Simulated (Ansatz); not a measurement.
All numbers below come from DFT LDA, scalar-relativistic, plane waves, PAW in Ansatz 0.2.0. Cutoff 420 eV, Γ-centred k meshes of 64 to 4096 points, fixed occupations in insulators, in metals Fermi–Dirac smearing of 0.15 eV (Gaussian, 0.2 eV, where magnetic), no spin polarisation. Some cells are trial structures made by swapping elements. Values of metals depend on mesh and smearing. Spin–orbit coupling is left out. Each crystal stands at its own equilibrium volume, in the symmetry named.

Order these crystals by the Debye temperature from the elastic constants, lowest first.
A. Sb (Pm-3m, 1 atom in the cell, 28.1 Å³/atom, Sb next to 6 Sb)
B. KSrBr3 (Pm-3m, 5 atoms in the cell, 38.6 Å³/atom, Sr next to 6 Br)
C. AlCu3 (P6_3/mmc, 8 atoms in the cell, 11.5 Å³/atom, Al next to 12 Cu)

Results:

B (159 K), A (214 K), C (413 K).